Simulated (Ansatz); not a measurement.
Starting cell, LaTl₃ (Cu3Au type):

```
CELL_PARAMETERS angstrom
      9.47588     0.00000     0.00000
      4.73794     4.73794     0.00000
      0.00000     0.00000     4.73794
ATOMIC_POSITIONS crystal
  La 0.00000 0.00000 0.00000
  La 0.50000 0.00000 0.00000
  Tl 0.75000 0.50000 0.50000
  Tl 0.25000 0.50000 0.50000
  Tl 0.25000 0.00000 0.50000
  Tl 0.75000 0.00000 0.50000
  Tl 0.00000 0.50000 0.00000
  Tl 0.50000 0.50000 0.00000
```

A phonon eigenvector at M = (0.5, 0.5, 0.0) is frozen into this cell: atom i moves by Q times the vector below, so Q is the largest atomic displacement, in Å. The cell is held. (q is in reciprocal vectors of the primitive cell; the cell shown is doubled to hold the pattern.)

| atom | x | y | z |
|---|---|---|---|
| Tl7 | 0.000 | 0.000 | -1.000 |
| Tl8 | 0.000 | 0.000 | 1.000 |

Atoms not listed stay in place.

These are LDA (plane waves to 420 eV, PAW, scalar-relativistic; Ansatz, a program for electronic structure) values and carry that method's errors. k mesh 10×10×10 (Γ-centred), Fermi-Dirac smearing 0.05 eV. With partly filled bands, energies and forces of such displacements shift with the k mesh and the smearing. LaTl3 is run without spin polarisation. LaTl3 was relaxed with its symmetry unable to fall. Spin-orbit coupling is left out, though Tl is heavy. 

```json
[
 {"Q (Å)": "-0.100", "−dE/dQ from forces (eV/Å)": "0.500"},
 {"Q (Å)": "-0.083", "−dE/dQ from forces (eV/Å)": "0.416"},
 {"Q (Å)": "-0.067", "−dE/dQ from forces (eV/Å)": "0.332"},
 {"Q (Å)": "-0.050", "−dE/dQ from forces (eV/Å)": "0.249"},
 {"Q (Å)": "-0.033", "−dE/dQ from forces (eV/Å)": "0.166"},
 {"Q (Å)": "-0.017", "−dE/dQ from forces (eV/Å)": "0.083"},
 {"Q (Å)": "0.000", "−dE/dQ from forces (eV/Å)": "0.000"},
 {"Q (Å)": "0.017", "−dE/dQ from forces (eV/Å)": "-0.083"},
 {"Q (Å)": "0.033", "−dE/dQ from forces (eV/Å)": "-0.166"},
 {"Q (Å)": "0.050", "−dE/dQ from forces (eV/Å)": "-0.249"},
 {"Q (Å)": "0.067", "−dE/dQ from forces (eV/Å)": "-0.332"},
 {"Q (Å)": "0.083", "−dE/dQ from forces (eV/Å)": "-0.416"},
 {"Q (Å)": "0.100", "−dE/dQ from forces (eV/Å)": "-0.500"}
]
```

Question: What harmonic wavenumber does the curvature at Q = 0 give?

Answer: 58 cm⁻¹. E″ = 4.97 eV/Å², M = Σ mᵢ|uᵢ|² = 408.8 u, ν̃ = 521.5·√(|E″|/M).

(A displaced cell: forces are minus the slopes of the energy, force constants its curvatures, and phonons follow from these.)
